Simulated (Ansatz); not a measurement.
**Data sheet: Ce₃In (DFT)**

Ce₃In:
```
Ce3In
1.0
    4.89530     0.00000     0.00000
    0.00000     4.89530     0.00000
    0.00000     0.00000     4.89530
Ce In
3 1
Direct
  0.50000   0.50000   0.00000
  0.00000   0.50000   0.50000
  0.50000   0.00000   0.50000
  0.00000   0.00000   0.00000
```
The run is spin-polarised; directions of the spins, atom by atom: ↑ ↑ ↑ 0.

Space group Pm-3m (No. 221), Cu3Au type; conventional cell a = b = c = 4.895 Å, α = β = γ = 90.00°.

Method: r²SCAN (plane waves, PAW; program Ansatz). The cell and atoms are relaxed at this level. Other levels are named where they apply.

**Cell and energy**

- Volume per atom = 29.33 Å³
- Density = 7.58 g/cm³
- Formation energy from the elements (no fitted shifts) = -0.34 eV/atom

**Electronic structure**

- Electronic character: metallic (no gap)
- Density of states at the Fermi level: 0.99 states/eV per atom (mean over ±0.08 eV)

**Magnetism**

- Magnetic order: ferromagnetic
- Net moment: 1.17 μB per atom

The first step of the workflow began from a Materials Project structure, measured or hypothetical; the Crystallography Open Database copy checked does not list it. Its standing as an ambient phase is unchecked. Symmetry was held in the r²SCAN relaxation; whether a distortion lowers the energy is not shown. Magnetic state: ferromagnetic, the only order run, not a proven ground state. The 4f shell is in the valence, and the state reached may lie above the lowest one. Other orbital occupations within this spin state were not tried. No Hubbard U is applied. Point labels and valley counts follow the cell and symmetry of the run, lower than the named group. The references are the lowest solids computed at this level, not always the standard phases. Spin–orbit coupling is left out wherever it is not named.

Potentials: the later of the program's two PAW sets.
